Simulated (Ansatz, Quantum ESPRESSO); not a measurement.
**One calculation of Hf2Pd2Se2Br2O3, 6 ways**

```
Hf Pd Se Br O
1.0
     3.72613    0.00000    0.00000
    -1.86306    3.22692    0.00000
     0.00000    0.00000   17.00867
Hf Pd Se Br O
2 2 2 2 3
Direct
  0.66667 0.33333 0.93385
  0.33333 0.66667 0.06615
  0.00000 0.00000 0.30298
  0.00000 0.00000 0.69702
  0.33333 0.66667 0.22649
  0.66667 0.33333 0.77351
  0.66667 0.33333 0.39862
  0.33333 0.66667 0.60138
  0.33333 0.66667 0.92689
  0.66667 0.33333 0.07311
  0.00000 0.00000 0.00000
```

The cell comes from a database or a generator and needn't be the stable form of this composition.

Alike in all runs: task single point; functional PBE; k mesh 8 × 8 × 2; occupations fermi-dirac, width 0.05 eV; no spin polarisation; no spin-orbit coupling. Pressure is positive in compression and, in plane waves, holds the error of the finite cutoff, which Ansatz's Pulay term estimates and takes out.

```tsv
program and potentials	plane-wave cutoff (eV)	notes	pressure (GPa)	largest force (eV/Å)
Ansatz, PseudoDojo standard (PBE files)	1170	11.27 valence electrons an atom on average	-0.43	0.094
Ansatz, Ansatz PAW (files of its older set among them)	900	15.64 valence electrons an atom on average	0.02	0.048
Ansatz, Ansatz NC	1240	13.82 valence electrons an atom on average; Pulay term of +0.02 GPa included	-0.02	0.037
Ansatz, JTH PAW	1380	9.45 valence electrons an atom on average	-0.63	0.171
Quantum ESPRESSO, SSSP 1.3 efficiency PBE	816	9.45 valence electrons an atom on average	-0.39	0.066
Ansatz, SPMS NC	1034	11.27 valence electrons an atom on average; Pulay term of +0.12 GPa included	-0.27	0.093
```

Force on atom 1 (Hf), eV/Å:

```json
{"program and potentials": "Ansatz, PseudoDojo standard (PBE files)", "x": "0.000", "y": "0.000", "z": "0.094"}
{"program and potentials": "Ansatz, Ansatz PAW (files of its older set among them)", "x": "0.000", "y": "0.000", "z": "0.048"}
{"program and potentials": "Ansatz, Ansatz NC", "x": "0.000", "y": "0.000", "z": "0.037"}
{"program and potentials": "Ansatz, JTH PAW", "x": "0.000", "y": "0.000", "z": "0.171"}
{"program and potentials": "Quantum ESPRESSO, SSSP 1.3 efficiency PBE", "x": "0.000", "y": "0.000", "z": "0.066"}
{"program and potentials": "Ansatz, SPMS NC", "x": "0.000", "y": "0.000", "z": "0.093"}
```

The pressure spans -0.63 (Ansatz, JTH PAW) to 0.02 GPa (Ansatz, Ansatz PAW (files of its older set among them)).

The functional is the same throughout but for its coding, so the spread measures potentials, basis and numerics; runs on potential files found faulty are left out.
